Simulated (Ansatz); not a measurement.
ZrTa:
```cif
data_TaZr
_chemical_formula_sum 'Ta1 Zr1'
_space_group_name_H-M_alt 'P 1'
_space_group_IT_number 1
_cell_length_a 3.94201
_cell_length_b 3.94201
_cell_length_c 3.94201
_cell_angle_alpha 60.000
_cell_angle_beta 60.000
_cell_angle_gamma 60.000
loop_
_space_group_symop_operation_xyz
  'x, y, z'
loop_
_atom_site_label
_atom_site_type_symbol
_atom_site_fract_x
_atom_site_fract_y
_atom_site_fract_z
_atom_site_occupancy
Ta1 Ta 0.00000 0.00000 0.00000 1
Zr1 Zr 0.50000 0.50000 0.50000 1
```

Relaxed with PBEsol.

Q: Decompose the optical modes at the zone centre into irreducible representations, and say which are infrared and Raman allowed.

A: Point group m-3m: Γ_opt = T1u. Infrared: T1u. Raman: none.

Q: Assign frequencies (DFPT, PBEsol (plane waves, PAW; program Ansatz)).

A: T1u 206 cm⁻¹.

Space group Fm-3m (rock salt). The start of the workflow was typed in or built on a structure type; neither database checked (COD, Materials Project) lists it. Its standing as an ambient phase is unchecked. Symmetry was held in the PBEsol relaxation. At this level the phase is mechanically unstable. The run is not spin-polarised. Its formation energy is positive at this level, so the cell may be metastable or incomplete. As this level gives no gap, phonon frequencies hold no LO–TO term and depend on the k-mesh and smearing (Fermi–Dirac, 0.1 eV here). Scalar-relativistic: spin–orbit coupling is off unless named, which matters more the heavier the elements.

Potentials: the later of the program's two PAW sets.
